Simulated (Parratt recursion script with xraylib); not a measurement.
## Surface roughness and fringe height: Os on Si

```
layer, from the top  thickness (Å)  density (g/cm³)  rms roughness of its top face (Å)  δ (10⁻⁶)  β (10⁻⁶)
-------------------  -------------  ---------------  ---------------------------------  --------  --------
Os                             150            22.36                             varied     53.55     4.957
Si (substrate)                   –            2.313                                3.6     7.525    0.1803
```

The refractive index is n = 1 − δ + iβ. Vacuum lies above.

Densities are inputs, not measurements. They were set from computed cells of the Materials Project: Os from entry mp-49 (P6₃/mmc, 22.36 g/cm³); Si from entry mp-149 (Fd-3m, 2.313 g/cm³). A layer's crystal structure does not enter its constants, only its composition and density.

Method: specular X-ray reflectivity, Parratt recursion, Névot-Croce roughness, xraylib tables (Parratt recursion script with xraylib 4.3.0).

Photon energy 8.048 keV (λ = 1.5406 Å), s polarisation. The grazing angle θ is scanned from 0.05° to 3° in 900 evenly spaced points, and the curve is smoothed with a Gaussian of 0.004° full width. A maximum is a scan point above both neighbours; its place and height come from a parabola through R at the three points.

The table follows two fringe maxima, those next to orders 5.5 and 9.5 of m = (2d/λ)(sin²θ − 2δ)^½, through runs that differ in the roughness σ₁ of the film surface alone.

| σ₁ (Å) | θ of the first (°) | R there | θ of the second (°) | R there |
|---|---|---|---|---|
| 0 | 1.713 | ? | 2.848 | ? |
| 4 | 1.711 | 0.00129 | 2.846 | 3.65 × 10⁻⁵ |
| 4.1 | 1.711 | 0.00125 | 2.846 | 3.42 × 10⁻⁵ |

**Question.** Estimate the two heights for σ₁ = 0 Å.

**Answer.** At a maximum the amplitudes from the film's two faces add: R ≈ (|r₁|g₁ + |r₂|g₂A)². Here q₀ = 4π sin θ/λ, qⱼ = (q₀² − 32π²δⱼ/λ²)^½ (1 film, 2 substrate), |r₁| = |q₀² − q₁²|/(q₀ + q₁)², |r₂| = |q₁² − q₂²|/(q₁ + q₂)² with the numerators taken from the constants, g₁ = exp(−q₀q₁σ₁²/2), g₂ = exp(−q₁q₂σ₂²/2), and A = exp(−16π²β₁d/(λ²q₁)) for absorption in the film.

Check on a shown row, σ₁ = 4.1 Å, second maximum: q₀ = 0.4050, q₁ = 0.3961, q₂ = 0.4038 Å⁻¹; |r₁| = 0.0111, |r₂| = 0.00957; g₁ = 0.260, g₂ = 0.355, A = 0.883; R ≈ 3.46 × 10⁻⁵ against 3.42 × 10⁻⁵ in the table.

- σ₁ = 0 Å, first maximum: q₀ = 0.2438, q₁ = 0.2287, q₂ = 0.2417 Å⁻¹; |r₁| = 0.0319, |r₂| = 0.0277; g₁ = 1.00, g₂ = 0.699, A = 0.805; R ≈ 0.00225.
- σ₁ = 0 Å, second maximum: q₀ = 0.4053, q₁ = 0.3964, q₂ = 0.4041 Å⁻¹; |r₁| = 0.0111, |r₂| = 0.00956; g₁ = 1.00, g₂ = 0.354, A = 0.883; R ≈ 1.98 × 10⁻⁴.

The run gave 0.00224 and 1.98 × 10⁻⁴; the estimates are 1.00 and 1.00 times these.
